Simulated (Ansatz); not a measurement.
The relaxed structure here is a generated cell of Pd: the first start was made by placing the elements on the sites of a structure type, and the end was not matched to a known phase here, so it may be hypothetical. Known forms of Pd include space group No. 225.

A relaxed cell of Pd (Im-3m (No. 229)), relaxed on a k-mesh at least as fine as the one used below. Computed with PBEsol (plane waves to 420 eV, PAW, scalar-relativistic; Ansatz, a first-principles code). Γ-centred k-mesh 15×15×8 on the run's cell (coarser than for final values), Fermi–Dirac smearing 0.05 eV.

```yaml
crystal:
  lattice:
    - [-1.54212, 1.54212, 1.54212]
    - [1.54212, -1.54212, 1.54212]
    - [3.08424, 3.08424, -3.08424]
  atoms:
    - { symbol: Pd, position: [0.00000, 0.00000, 0.00000] }
    - { symbol: Pd, position: [0.00000, 0.00000, 0.50000] }
```

The atoms are displaced by (Å):

```tsv
atom	ux	uy	uz
Pd1	-0.049	0.036	0.071
Pd2	0.059	-0.009	-0.042
```

Question: What forces (eV/Å) and pressure result?

Answer: 
```json
[
 {"atom": "Pd1", "Fx": "0.33", "Fy": "0.34", "Fz": "-0.53"},
 {"atom": "Pd2", "Fx": "-0.33", "Fy": "-0.34", "Fz": "0.53"}
]
```

Pressure +0.7 GPa.

The undisplaced cell is probably no minimum: from this displacement the run went on to Fm-3m (No. 225), 0.06 eV/atom below it.

No spin polarisation in the result.
